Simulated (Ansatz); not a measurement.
Relaxed SnO₂ (rutile):

```
CELL_PARAMETERS angstrom
      4.76919     0.00000     0.00000
      0.00000     4.76919     0.00000
      0.00000     0.00000     3.21201
ATOMIC_POSITIONS crystal
  Sn 0.00000 0.00000 0.00000
  Sn 0.50000 0.50000 0.50000
  O  0.30628 0.30628 0.00000
  O  0.80628 0.19372 0.50000
  O  0.19372 0.80628 0.50000
  O  0.69372 0.69372 0.00000
```

Two-dimensional scan of atom 5 (O, nearest neighbour Sn at 2.066 Å; its periodic images, 3.2 Å or more away, move with it): u runs along (0.707, 0.707, 0.000), v along (0.000, 0.000, 1.000) (Cartesian). Cell and other atoms are fixed.

These are PBEsol (plane waves to 420 eV, PAW, scalar-relativistic; Ansatz, an electronic-structure program) values and carry that method's errors. k mesh 6×6×8 (Γ-centred), Fermi-Dirac smearing 0.05 eV. E stands for the smeared free energy. SnO2 was relaxed with its symmetry unable to fall.

Changes of ΔE (eV/cell) from the point u = 0.000 Å, v = 0.000 Å when one coordinate moves alone (two changes are said to add if the coupling is within 5 % of the smaller one, nearly so within 20 %):

| point | change |
|---|---|
| u = 0.000 Å, v = -0.520 Å | 1.9319 |
| u = 0.000 Å, v = -0.347 Å | 0.7976 |
| u = 0.000 Å, v = -0.173 Å | 0.1899 |
| u = -0.520 Å, v = 0.000 Å | 0.5375 |
| u = -0.347 Å, v = 0.000 Å | 0.2246 |
| u = -0.173 Å, v = 0.000 Å | 0.0538 |
| u = 0.173 Å, v = 0.000 Å | 0.0538 |
| u = 0.347 Å, v = 0.000 Å | 0.2246 |
| u = 0.520 Å, v = 0.000 Å | 0.5375 |
| u = 0.000 Å, v = 0.173 Å | 0.1899 |
| u = 0.000 Å, v = 0.347 Å | 0.7976 |
| u = 0.000 Å, v = 0.520 Å | 1.9319 |

Task: What is the change at u = -0.347 Å, v = 0.173 Å, where both move, and how far is it from the sum?

Result: The sum of the single changes is 0.2246 + (0.1899) = 0.4145; the calculation gives 0.3927, so the coupling contributes -0.0218 (under 20 % of the smaller single change, nearly additive).

Task: What is the change at u = 0.520 Å, v = -0.347 Å, where both move, and how far is it from the sum?

Result: The sum of the single changes is 0.5375 + (0.7976) = 1.3351; the calculation gives 1.1453, so the coupling contributes -0.1898 (over 20 % of the smaller single change, not additive).

Task: What is the change at u = 0.520 Å, v = 0.173 Å, where both move, and how far is it from the sum?

Result: The sum of the single changes is 0.5375 + (0.1899) = 0.7274; the calculation gives 0.6840, so the coupling contributes -0.0434 (over 20 % of the smaller single change, not additive).

(A displaced cell: forces are minus the slopes of the energy, force constants its curvatures, and phonons follow from these.)
